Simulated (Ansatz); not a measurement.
# AlRu: energy along a strain

AlRu, Pm-3m, a = 2.992 Å (as given, not relaxed at this level: -3.2 GPa). The structure is a COD entry; whether it is the stable form wasn't checked. Ansatz: PBEsol, PAW, 420 eV, Γ-centred 16×16×16 mesh on 2 atoms, Gaussian smearing 0.15 eV; no spin polarisation. Cell vectors (Å): 2.992 0.000 0.000; 0.000 2.992 0.000; 0.000 0.000 2.992. The cell is strained by x per cent times the pattern (0 0 1 0 0 0) in the order xx yy zz yz xz xy (engineering shears), with fractional coordinates held. y is the free energy over the start, V0 = 13.387 Å³/atom.

| x (%) | y (meV/atom) |
| --- | --- |
| -2.00 | ? |
| -1.50 | -0.96 |
| -1.00 | -1.34 |
| -0.50 | -1.02 |
| 0.00 | 0.00 |
| 0.50 | 1.68 |
| 1.00 | 4.00 |
| 1.50 | 6.93 |
| 1.75 | 8.62 |
| 2.00 | 10.46 |

Task: Fit y = c1 x + c2 x² + c3 x³ to the other rows, get the stiffness along the pattern, and predict the missing energy.

Result: Least squares on the rows shown. y = 2.703 x + 1.327 x² − 0.03203 x³. The clamped-ion stiffness p·C·p = 2 × 13.27 eV × 160.2 / 13.387 Å³ = 318 GPa, which is C33 in these axes (C11 of the cubic crystal) (second derivative at the start, which stands under stress). At x = -2.00 the fit asked for gives 0.16 meV/atom. The run gave 0.17 meV/atom, so the fit is 0.01 meV/atom too low, a small miss on the scale of the series.